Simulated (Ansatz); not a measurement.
A crystal relaxed with r2SCAN+rVV10 in Ansatz 0.2.0 has space group R-3m:H (No. 166) and a = 4.142 Å, c = 29.263 Å.

```csv
atom,site,x,y,z
Bi,6c,0.6667,0.3333,0.7327
Xx,6c,0.3333,0.6667,0.8808
Xx,3a,0.0000,0.0000,0.0000
```

r2SCAN gives a direct gap of 0.62 eV at Γ. The HSE06 gap is direct at Γ: 0.79 eV. Meshes: r2SCAN 8×8×8, HSE06 4×4×4.

Question: Which element is Xx?
A. Se
B. O
C. Te
D. S

Answer: A. Xx is Se: Bi2Se3 (tetradymite). Around Bi lie 6 Se at 2.85–3.07 Å; around Se lie 3 Bi at 2.85 Å; around Se lie 6 Bi at 3.07 Å.

The values are computed, spin-unpolarised, and not measurements.

Spin-orbit coupling is left out; in compounds of Pb, Bi, Tl or Hg it can lower a gap by up to about 1 eV, split its edges or invert the bands.
